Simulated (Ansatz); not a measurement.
Theory: DFT PBE, scalar-relativistic, plane waves, PAW (Ansatz 0.2.0). Settings: cutoff 420 eV, Γ-centred meshes spaced at most about 0.3 Å⁻¹, and about 0.25 Å⁻¹ or finer for metals (2π included), Gaussian smearing. No spin polarisation in the final relaxations.

Temperature and zero-point effects are left out.

Two forms of Ga₂Te₂S were relaxed alike.

A.

Space group P-3m1 (No. 164). a = 4.231 Å, b = 4.231 Å, c = 8.172 Å, α = 90.00°, β = 90.00°, γ = 120.00°
```csv
atom,site,symmetry,x,y,z
Ga,2d,3m.,0.6667,0.3333,0.3918
Te,2d,3m.,0.3333,0.6667,0.2269
S,1a,-3m.,0.0000,0.0000,0.0000
```

B.

Space group I4/mmm (No. 139). a = 5.706 Å, b = 5.706 Å, c = 7.516 Å, α = 90.00°, β = 90.00°, γ = 90.00°
```
atom  site  symmetry       x       y       z
  Ga    4e       4mm  0.0000  0.0000  0.6770
  Te    4d      -4m2  0.0000  0.5000  0.2500
   S    2a     4/mmm  0.0000  0.0000  0.0000
```

Task: Which form is favoured at zero pressure, and by what margin per atom?

Result: They are level within the accuracy (2 meV/atom apart, with B the lower in these runs). A has space group P-3m1 (No. 164), 25.3 Å³/atom and no gap on its mesh; B has space group I4/mmm (No. 139), 24.5 Å³/atom and no gap. Counting S or Te atoms around Ga (for each partner element, those within 1.25 times its shortest distance or 1.15 times the sum of covalent radii, where it is the nearest in units of that sum or under 1.3), A has Ga 4 and B has Ga 5. Even the lower one lies +0.07 eV/atom against the reference forms of the elements (uncorrected), so neither is stable at this level. In A, Ga is surrounded by 3 Te at 2.79 Å, 3 Ga at 3.02 Å and 1 Te at 3.12 Å; Te is surrounded by 3 Ga at 2.79 Å, 3 S at 3.07 Å and 1 Ga at 3.12 Å; around S lie 6 Te at 3.07 Å. In B, Ga is surrounded by 1 S at 2.43 Å, 1 Ga at 2.66 Å and 4 Te at 2.91 Å; Te is surrounded by 4 Ga at 2.91 Å; S has 2 Ga at 2.43 Å. Both come from invented guesses. A third cell relaxed alike, in P4/mmm, lies 238 meV/atom below the lower of the two.

The k mesh leaves some 4 meV/atom of noise in the energy of each metallic cell. Spin–orbit coupling, which can matter for Te, is left out. The zero gap of P-3m1 may come from the functional, which often closes small gaps. Cells relaxed within their symmetry can be saddle points.
